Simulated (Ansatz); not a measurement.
Zr2C:
```
CELL_PARAMETERS angstrom
      3.60160     0.00000     0.00000
      0.00000     3.60160     0.00000
      0.00000     0.00000     6.90337
ATOMIC_POSITIONS crystal
  Zr 0.00000 0.00000 0.00000
  Zr 0.50000 0.50000 0.00000
  Zr 0.50000 0.00000 0.36982
  Zr 0.00000 0.50000 0.63018
  C  0.50000 0.00000 0.72923
  C  0.00000 0.50000 0.27077
```

Relaxed with PBEsol. Special points in fractions of this cell's reciprocal vectors: Γ (0.000, 0.000, 0.000); X (0.000, 0.500, 0.000); M (0.500, 0.500, 0.000); Z (0.000, 0.000, 0.500); R (0.000, 0.500, 0.500); A (0.500, 0.500, 0.500).

Problem. List the band energies nearest the Fermi level at these points for PBEsol (plane waves, PAW; program Ansatz).

Solution. In eV from the Fermi level; about four levels below and three above (degenerate sets whole), none deeper than 8.9 eV; points with the same levels are listed once.

| k | below | above |
|---|---|---|
| Γ | -2.06 -1.21 -0.63 -0.63 | 0.96 0.98 0.98 |
| X | -1.08 -1.08 -0.13 -0.13 | 1.39 1.39 2.46 2.46 |
| M | -0.94 -0.94 -0.54 -0.54 | 0.39 0.39 3.32 3.32 |
| Z | -1.25 -1.21 -1.21 -1.12 | 0.08 0.89 0.89 |
| R | -2.58 -2.58 -0.95 -0.95 | 0.49 0.49 1.08 1.08 |
| A | -0.71 -0.71 -0.70 -0.70 | 3.58 3.58 3.62 3.62 |

Space group P4/nmm. The cell is a constructed one: a structure type filled with these elements; neither database checked (COD, Materials Project) lists it. Whether it is the stable phase at ambient conditions was not checked. The PBEsol relaxation kept the symmetry of its start; its stability against distortions is not shown here. The run is not spin-polarised. Scalar-relativistic: spin–orbit coupling is off unless named, which matters more the heavier the elements.

Potentials: the later of the program's two PAW sets.
